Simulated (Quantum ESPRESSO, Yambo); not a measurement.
## G0W0 results for CdO2H2

```cif
data_H2CdO2
_chemical_formula_sum 'H2 O2 Cd1'
_space_group_name_H-M_alt 'P-3m1'
_space_group_IT_number 164
_space_group_name_Hall '-P 3 2"'
_cell_length_a 3.54331
_cell_length_b 3.54331
_cell_length_c 4.58517
_cell_angle_alpha 90.000
_cell_angle_beta 90.000
_cell_angle_gamma 120.000
loop_
_atom_site_label
_atom_site_type_symbol
_atom_site_symmetry_multiplicity
_atom_site_Wyckoff_symbol
_atom_site_fract_x
_atom_site_fract_y
_atom_site_fract_z
_atom_site_occupancy
H1 H 2 d 0.33333 0.66667 0.45208 1
O1 O 2 d 0.33333 0.66667 0.24071 1
Cd1 Cd 1 a 0.00000 0.00000 0.00000 1
```

Cell and atoms were relaxed with PBE+D3(BJ) from Materials Project entry mp-625548, within its symmetry.

Starting point: PBEsol (Quantum ESPRESSO, PseudoDojo norm-conserving, 102 Ry, without SOC). G0W0 in Yambo: 6×6×4 Γ-centred k mesh, bands 5 to 79 and a 7 Ry block in the screening, 79 bands in G with the Bruneval-Gonze terminator, plasmon pole fitted at 27.2 eV.

- PBEsol gap along the band path: 1.59 eV
- PBEsol gap between the mesh's edge points (M → Γ): 1.59 eV
- G0W0 gap between the same points: 3.30 eV
- PBEsol smallest direct gap on the mesh (at Γ): 1.97 eV
- G0W0 direct gap at that point: 3.81 eV

```tsv
k point	band	E PBEsol (eV)	E QP (eV)	shift (eV)	Z
Γ	VB	-0.38	-1.51	-1.13	0.79
Γ	CB	1.59	2.30	0.71	0.85
A	VB	-0.08	-1.14	-1.06	0.79
A	CB	4.26	5.06	0.80	0.85
M	VB	0.00	-1.00	-1.00	0.79
M	CB	6.36	7.88	1.53	0.83
L	VB	-0.51	-1.64	-1.13	0.79
L	CB	5.92	7.33	1.40	0.84
K	VB	-1.50	-2.56	-1.06	0.78
K	CB	6.66	8.27	1.61	0.81
H	VB	-0.91	-2.06	-1.15	0.79
H	CB	6.96	8.69	1.73	0.82
```

Energies count from the PBEsol valence-band maximum.

Convergence of the G0W0 settings was not tested.

Spin-orbit splittings are left out.

The structure is a Materials Project entry; no match was found in the copy of COD used, and its stability was not checked.
